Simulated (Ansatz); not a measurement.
C (diamond)

```yaml
crystal:
  lattice:
    - [0.00000, 3.57157, 3.57157]
    - [1.78578, 0.00000, 1.78578]
    - [1.78578, 1.78578, 0.00000]
  atoms:
    - { symbol: C, position: [0.25000, 0.50000, 0.50000] }
    - { symbol: C, position: [0.75000, 0.50000, 0.50000] }
    - { symbol: C, position: [0.37500, 0.75000, 0.75000] }
    - { symbol: C, position: [0.87500, 0.75000, 0.75000] }
```

The atoms are displaced by Q × the pattern below (from a DFPT mode at L = (0.5, 0.0, 0.0), largest move 1; Q in Å), at fixed cell. It is one choice among 2 degenerate patterns. (q is in reciprocal vectors of the primitive cell; the cell shown is doubled to hold the pattern.)

```tsv
atom	x	y	z
C1	0.285	-0.520	0.805
C2	-0.285	0.520	-0.805
C3	0.285	-0.520	0.805
C4	-0.285	0.520	-0.805
```

The numbers are results of PBE (plane waves to 420 eV, PAW, scalar-relativistic; Ansatz, a quantum-chemistry and plane-wave program), not measurements. k mesh 8×16×16 (Γ-centred), Fermi-Dirac smearing 0.05 eV. E stands for the smeared free energy. C was relaxed with its symmetry unable to fall. ΔE is measured from the undisplaced structure.

```json
[
 {"Q (Å)": "-0.100", "ΔE (eV/cell)": "(withheld)", "−dE/dQ from forces (eV/Å)": "5.297"},
 {"Q (Å)": "-0.083", "ΔE (eV/cell)": "0.1834", "−dE/dQ from forces (eV/Å)": "4.409"},
 {"Q (Å)": "-0.067", "ΔE (eV/cell)": "0.1173", "−dE/dQ from forces (eV/Å)": "3.523"},
 {"Q (Å)": "-0.050", "ΔE (eV/cell)": "(withheld)", "−dE/dQ from forces (eV/Å)": "2.639"},
 {"Q (Å)": "-0.033", "ΔE (eV/cell)": "0.0293", "−dE/dQ from forces (eV/Å)": "1.758"},
 {"Q (Å)": "-0.017", "ΔE (eV/cell)": "0.0073", "−dE/dQ from forces (eV/Å)": "0.879"},
 {"Q (Å)": "0.000", "ΔE (eV/cell)": "0.0000", "−dE/dQ from forces (eV/Å)": "0.000"},
 {"Q (Å)": "0.017", "ΔE (eV/cell)": "0.0073", "−dE/dQ from forces (eV/Å)": "-0.879"},
 {"Q (Å)": "0.033", "ΔE (eV/cell)": "0.0293", "−dE/dQ from forces (eV/Å)": "-1.758"},
 {"Q (Å)": "0.050", "ΔE (eV/cell)": "(withheld)", "−dE/dQ from forces (eV/Å)": "-2.639"},
 {"Q (Å)": "0.067", "ΔE (eV/cell)": "0.1173", "−dE/dQ from forces (eV/Å)": "-3.523"},
 {"Q (Å)": "0.083", "ΔE (eV/cell)": "0.1834", "−dE/dQ from forces (eV/Å)": "-4.409"},
 {"Q (Å)": "0.100", "ΔE (eV/cell)": "(withheld)", "−dE/dQ from forces (eV/Å)": "-5.297"}
]
```

What belongs in the gaps?


- -0.100, ΔE (eV/cell): 0.2643
- -0.050, ΔE (eV/cell): 0.0659
- 0.050, ΔE (eV/cell): 0.0659
- 0.100, ΔE (eV/cell): 0.2643

(For displaced atoms, the force is minus the slope of the energy, and its curvature is a force constant, which sets phonon frequencies.)
